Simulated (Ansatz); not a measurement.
Computed with Ansatz 0.2.0, DFT PBE, scalar-relativistic, plane waves, PAW. Cutoff 420 eV, Γ-centred meshes of about 0.25 Å⁻¹ or finer for metals and 0.3 Å⁻¹ for insulators (2π included), Gaussian smearing. Collinear spin where magnetic atoms keep a moment.

These are static total energies at zero pressure.

Compare these two cells of B4N3, each relaxed at this level.

1. (ferromagnetic moments up to 0.7 μB)

```
B N
1.0
     4.34256    0.00000    0.00000
    -2.17128    3.76077    0.00000
     0.00000    0.00000    6.20959
B N
4 3
Direct
  0.66653 0.66653 0.50000
  0.00000 0.33347 0.50000
  0.33347 0.00000 0.50000
  0.00000 0.00000 0.00000
  0.00000 0.66685 0.50000
  0.66685 0.00000 0.50000
  0.33315 0.33315 0.50000
```

2. (no moments)

```
B N
1.0
     4.85504    0.00000    0.00000
    -2.42752    4.20459    0.00000
     0.00000    0.00000    3.25530
B N
4 3
Cartesian
  2.4275 0.0783 0.0000
  3.5735 2.0631 0.0000
  1.2816 2.0631 0.0000
  0.0000 0.0000 0.0000
  -1.2171 3.5057 0.0000
  1.2171 3.5057 0.0000
  0.0000 1.3977 0.0000
```

Problem. Which is lower in energy, and by how much?

Solution. Cell 2 is lower, by 173 meV/atom. Cell 1 has space group P-62m (No. 189), 14.5 Å³/atom and no gap on its mesh; cell 2 has space group P-6m2 (No. 187), 9.5 Å³/atom and no gap. Counting N atoms around B (those within 1.25 times the shortest such distance or 1.15 times the sum of covalent radii, 1.27 where that leaves under three; a plus sign parts nearer from farther groups; the shortest distance is added where it exceeds 1.18 times the sum of covalent radii; a slash parts the counts of unlike sites), cell 1 has B 3/6+6 from 3.4 Å and cell 2 has B 2/3. Their magnetic states differ too. Both come from trial cells of a structure search, whose lowest cell (C2, 8.5 Å³/atom) lies 34 meV/atom below the lower of the two.

No dispersion correction is applied, so the spacing and binding between layers, chains or molecules are poorly described (P-62m, P-6m2), and this can change margins and order among such cells. In P-6m2 an odd number of electrons in the primitive cell allows no gap without spin; a larger cell or a magnetic state could open one. The magnetic state reached may not be the lowest. Trial moments fell under 0.15 μB along the way in P-6m2; another start might hold them. With atoms moved at random, cell 2 (by 34 meV/atom) fell into a lower structure. Cell 1 had no clear such test and can be a saddle point. Some types were kept out of the candidates beforehand, so the set may lack a known form.
